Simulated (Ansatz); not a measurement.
# SiW$_{3}$: zone-centre modes

Theory: DFT PBE, scalar-relativistic, plane waves, PAW (Ansatz 0.2.0). Settings: plane waves to 420 eV, k-mesh 10×10×10 (Γ-centred), Gaussian smearing 0.15 eV. Spin–orbit coupling is left out, which can shift energies with elements as heavy as these. No spin polarisation.

The starting cell (relaxed at this level; it needn't be the usual structure):

```yaml
crystal:
  lattice:
    - [0.00000, -5.20753, 0.00000]
    - [-5.20753, 0.00000, 0.00000]
    - [0.00000, 0.00000, -5.20753]
  atoms:
    - { symbol: Si, position: [0.00000, 0.00000, 0.00000] }
    - { symbol: Si, position: [0.50000, 0.50000, 0.50000] }
    - { symbol: W, position: [0.50000, 0.50000, 0.00000] }
    - { symbol: W, position: [0.00000, 0.00000, 0.50000] }
    - { symbol: W, position: [0.50000, 0.00000, 0.00000] }
    - { symbol: W, position: [0.00000, 0.50000, 0.50000] }
    - { symbol: W, position: [0.00000, 0.50000, 0.00000] }
    - { symbol: W, position: [0.50000, 0.00000, 0.50000] }
```

Harmonic modes by finite displacements of 0.02 Å, without the LO–TO term. The cell doubles the primitive one, so its zone centre also holds the primitive cell's point q = (1/2, 1/2, 1/2).

Question: At this geometry, is the structure stable against these modes?

Answer: No: 9 modes are unstable, the strongest at 164i cm⁻¹.

Question: List the wavenumbers in cm⁻¹.

Answer: 164i, 164i, 164i, 159i, 159i, 159i, 86i, 86i, 86i, 0, 0, 0, 97, 97, 97, 115, 115, 115, 232, 232, 232, 249, 249, 249.

Cost: 1 run of about 8.2 core-minutes, on Arm Neoverse V2 (shared hosts).